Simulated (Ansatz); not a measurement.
# TiAl: two-dimensional strain map

The calculation used DFT r2SCAN, scalar-relativistic, plane waves, PAW (Ansatz 0.2.0). Settings: plane waves to 500 eV, k-mesh 24×24×14 (Γ-centred), Gaussian smearing 0.15 eV. No spin polarisation. Energies are free energies at this smearing, counted from the undisturbed cell; pressure is positive in compression.

The undisturbed cell (relaxed at this level; it needn't be the usual structure):

```
CELL_PARAMETERS angstrom
2.86860 0.00000 0.00000
-1.43430 2.48428 0.00000
0.00000 0.00000 4.63387
ATOMIC_POSITIONS crystal
Ti 0.00000 0.00000 0.00000
Al 0.33333 0.66667 0.50000
```

The cell is strained by p along both x and y and by q along z, fractional coordinates fixed. Points are written (p, q).

Energy above the undisturbed cell in meV/atom (a dash: not computed):

```
 p \ q  -0.080  -0.040  0.000  0.040  0.080
-0.080   421.8       ?  206.6  188.1  212.4
-0.040   199.8       –   46.5      –      –
 0.000    90.3       –    0.0      –   70.0
 0.080       ?       –  136.2      –      ?
```

(1) Fill in the withheld energies.

Results:

(1) (-0.080, -0.040): 280.3; (0.080, -0.080): 122.2; (0.080, 0.080): 271.3.